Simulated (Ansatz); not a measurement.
Na: levels along high-symmetry lines

```xyz
1
Lattice="-2.1175 2.1175 2.1175 2.1175 -2.1175 2.1175 2.1175 2.1175 -2.1175" Properties=species:S:1:pos:R:3 pbc="T T T"
Na    0.0000    0.0000    0.0000
```

The conventional cell has a = 4.235 Å, b = 4.235 Å, c = 4.235 Å, α = 90.00°, β = 90.00°, γ = 90.00°. Na (atom 1) has 8 Na at 3.67 Å as nearest neighbours.

The cell is a measured one (Crystallography Open Database entry 9011002); the temperature and pressure of the measurement aren't taken into account, and nothing was relaxed.

The calculation used DFT, PBEsol, all-electron LAPW, scalar-relativistic in Ansatz 0.2.0.

Sampling and basis: a Γ-centred 12×12×12 k mesh, Fermi–Dirac smearing of 0.05 eV, basis error target 0.25 meV/atom, no spin polarisation.

Points in fractions of the reciprocal vectors of this cell: Γ (0, 0, 0), H (0.5, -0.5, 0.5), N (0, 0, 0.5), P (0.25, 0.25, 0.25). The path joins them by straight lines in the order Γ–H–N–Γ–P–H–P–N; legs that retrace an earlier one aren't tabulated. Energies are in eV from the Fermi level.

Task: Metal or insulator at this level of theory?

Result: No gap opens: metallic or semimetallic.

Task: Tabulate bands 2 to 7, counted from the lowest band of the run, along the path.

Result: 
```json
{"k (1/Å)": "0.00", "point": "Γ", "band 2": "-24.80", "band 3": "-24.80", "band 4": "-24.80", "band 5": "-3.19", "band 6": "11.60", "band 7": "11.60"}
{"k (1/Å)": "0.21", "point": "", "band 2": "-24.81", "band 3": "-24.80", "band 4": "-24.80", "band 5": "-3.01", "band 6": "10.24", "band 7": "10.24"}
{"k (1/Å)": "0.42", "point": "", "band 2": "-24.81", "band 3": "-24.81", "band 4": "-24.81", "band 5": "-2.48", "band 6": "8.60", "band 7": "8.60"}
{"k (1/Å)": "0.64", "point": "", "band 2": "-24.82", "band 3": "-24.81", "band 4": "-24.81", "band 5": "-1.62", "band 6": "7.24", "band 7": "7.24"}
{"k (1/Å)": "0.85", "point": "", "band 2": "-24.82", "band 3": "-24.82", "band 4": "-24.82", "band 5": "-0.43", "band 6": "6.04", "band 7": "6.19"}
{"k (1/Å)": "1.06", "point": "", "band 2": "-24.83", "band 3": "-24.82", "band 4": "-24.82", "band 5": "1.06", "band 6": "5.19", "band 7": "5.44"}
{"k (1/Å)": "1.27", "point": "", "band 2": "-24.83", "band 3": "-24.83", "band 4": "-24.83", "band 5": "2.80", "band 6": "4.68", "band 7": "4.99"}
{"k (1/Å)": "1.48", "point": "H", "band 2": "-24.83", "band 3": "-24.83", "band 4": "-24.83", "band 5": "4.51", "band 6": "4.51", "band 7": "4.84"}
{"k (1/Å)": "1.63", "point": "", "band 2": "-24.83", "band 3": "-24.83", "band 4": "-24.83", "band 5": "3.62", "band 6": "3.97", "band 7": "4.92"}
{"k (1/Å)": "1.78", "point": "", "band 2": "-24.83", "band 3": "-24.82", "band 4": "-24.82", "band 5": "2.75", "band 6": "3.24", "band 7": "5.14"}
{"k (1/Å)": "1.93", "point": "", "band 2": "-24.83", "band 3": "-24.82", "band 4": "-24.82", "band 5": "2.04", "band 6": "2.56", "band 7": "5.51"}
{"k (1/Å)": "2.08", "point": "", "band 2": "-24.83", "band 3": "-24.82", "band 4": "-24.81", "band 5": "1.49", "band 6": "2.00", "band 7": "6.03"}
{"k (1/Å)": "2.23", "point": "", "band 2": "-24.83", "band 3": "-24.82", "band 4": "-24.81", "band 5": "1.09", "band 6": "1.58", "band 7": "6.70"}
{"k (1/Å)": "2.38", "point": "", "band 2": "-24.84", "band 3": "-24.81", "band 4": "-24.80", "band 5": "0.86", "band 6": "1.32", "band 7": "7.49"}
{"k (1/Å)": "2.53", "point": "N", "band 2": "-24.84", "band 3": "-24.81", "band 4": "-24.80", "band 5": "0.78", "band 6": "1.24", "band 7": "8.13"}
{"k (1/Å)": "2.68", "point": "", "band 2": "-24.83", "band 3": "-24.81", "band 4": "-24.80", "band 5": "-0.10", "band 6": "2.27", "band 7": "8.21"}
{"k (1/Å)": "2.83", "point": "", "band 2": "-24.83", "band 3": "-24.81", "band 4": "-24.80", "band 5": "-1.02", "band 6": "3.63", "band 7": "8.46"}
{"k (1/Å)": "2.98", "point": "", "band 2": "-24.82", "band 3": "-24.81", "band 4": "-24.80", "band 5": "-1.79", "band 6": "5.15", "band 7": "8.88"}
{"k (1/Å)": "3.13", "point": "", "band 2": "-24.82", "band 3": "-24.81", "band 4": "-24.80", "band 5": "-2.40", "band 6": "6.80", "band 7": "9.46"}
{"k (1/Å)": "3.28", "point": "", "band 2": "-24.81", "band 3": "-24.81", "band 4": "-24.80", "band 5": "-2.83", "band 6": "8.58", "band 7": "10.19"}
{"k (1/Å)": "3.43", "point": "", "band 2": "-24.80", "band 3": "-24.80", "band 4": "-24.80", "band 5": "-3.10", "band 6": "10.42", "band 7": "11.03"}
{"k (1/Å)": "3.58", "point": "Γ", "band 2": "-24.80", "band 3": "-24.80", "band 4": "-24.80", "band 5": "-3.19", "band 6": "11.60", "band 7": "11.60"}
{"k (1/Å)": "3.77", "point": "", "band 2": "-24.81", "band 3": "-24.80", "band 4": "-24.80", "band 5": "-3.05", "band 6": "10.33", "band 7": "10.33"}
{"k (1/Å)": "3.95", "point": "", "band 2": "-24.81", "band 3": "-24.80", "band 4": "-24.80", "band 5": "-2.66", "band 6": "8.50", "band 7": "8.50"}
{"k (1/Å)": "4.13", "point": "", "band 2": "-24.82", "band 3": "-24.81", "band 4": "-24.81", "band 5": "-2.01", "band 6": "6.86", "band 7": "6.86"}
{"k (1/Å)": "4.32", "point": "", "band 2": "-24.83", "band 3": "-24.81", "band 4": "-24.81", "band 5": "-1.11", "band 6": "5.46", "band 7": "5.46"}
{"k (1/Å)": "4.50", "point": "", "band 2": "-24.83", "band 3": "-24.81", "band 4": "-24.81", "band 5": "0.02", "band 6": "4.30", "band 7": "4.30"}
{"k (1/Å)": "4.68", "point": "", "band 2": "-24.83", "band 3": "-24.82", "band 4": "-24.82", "band 5": "1.36", "band 6": "3.38", "band 7": "3.38"}
{"k (1/Å)": "4.87", "point": "P", "band 2": "-24.82", "band 3": "-24.82", "band 4": "-24.82", "band 5": "2.71", "band 6": "2.71", "band 7": "2.71"}
{"k (1/Å)": "5.05", "point": "", "band 2": "-24.82", "band 3": "-24.82", "band 4": "-24.81", "band 5": "2.27", "band 6": "2.27", "band 7": "3.12"}
{"k (1/Å)": "5.23", "point": "", "band 2": "-24.83", "band 3": "-24.83", "band 4": "-24.81", "band 5": "2.08", "band 6": "2.08", "band 7": "3.02"}
{"k (1/Å)": "5.42", "point": "", "band 2": "-24.83", "band 3": "-24.83", "band 4": "-24.81", "band 5": "2.12", "band 6": "2.12", "band 7": "3.09"}
{"k (1/Å)": "5.60", "point": "", "band 2": "-24.83", "band 3": "-24.83", "band 4": "-24.81", "band 5": "2.39", "band 6": "2.39", "band 7": "3.39"}
{"k (1/Å)": "5.78", "point": "", "band 2": "-24.83", "band 3": "-24.83", "band 4": "-24.82", "band 5": "2.91", "band 6": "2.91", "band 7": "3.89"}
{"k (1/Å)": "5.97", "point": "", "band 2": "-24.83", "band 3": "-24.83", "band 4": "-24.82", "band 5": "3.66", "band 6": "3.66", "band 7": "4.50"}
{"k (1/Å)": "6.15", "point": "H", "band 2": "-24.83", "band 3": "-24.83", "band 4": "-24.83", "band 5": "4.51", "band 6": "4.51", "band 7": "4.84"}
{"k (1/Å)": "7.44", "point": "P", "band 2": "-24.82", "band 3": "-24.82", "band 4": "-24.82", "band 5": "2.71", "band 6": "2.71", "band 7": "2.71"}
{"k (1/Å)": "7.54", "point": "", "band 2": "-24.82", "band 3": "-24.82", "band 4": "-24.82", "band 5": "2.19", "band 6": "2.55", "band 7": "3.30"}
{"k (1/Å)": "7.65", "point": "", "band 2": "-24.83", "band 3": "-24.82", "band 4": "-24.81", "band 5": "1.76", "band 6": "2.22", "band 7": "3.98"}
{"k (1/Å)": "7.75", "point": "", "band 2": "-24.83", "band 3": "-24.82", "band 4": "-24.81", "band 5": "1.41", "band 6": "1.89", "band 7": "4.73"}
{"k (1/Å)": "7.86", "point": "", "band 2": "-24.83", "band 3": "-24.82", "band 4": "-24.81", "band 5": "1.13", "band 6": "1.61", "band 7": "5.57"}
{"k (1/Å)": "7.97", "point": "", "band 2": "-24.83", "band 3": "-24.82", "band 4": "-24.80", "band 5": "0.93", "band 6": "1.41", "band 7": "6.48"}
{"k (1/Å)": "8.07", "point": "", "band 2": "-24.84", "band 3": "-24.81", "band 4": "-24.80", "band 5": "0.82", "band 6": "1.28", "band 7": "7.44"}
{"k (1/Å)": "8.18", "point": "N", "band 2": "-24.84", "band 3": "-24.81", "band 4": "-24.80", "band 5": "0.78", "band 6": "1.24", "band 7": "8.13"}
```
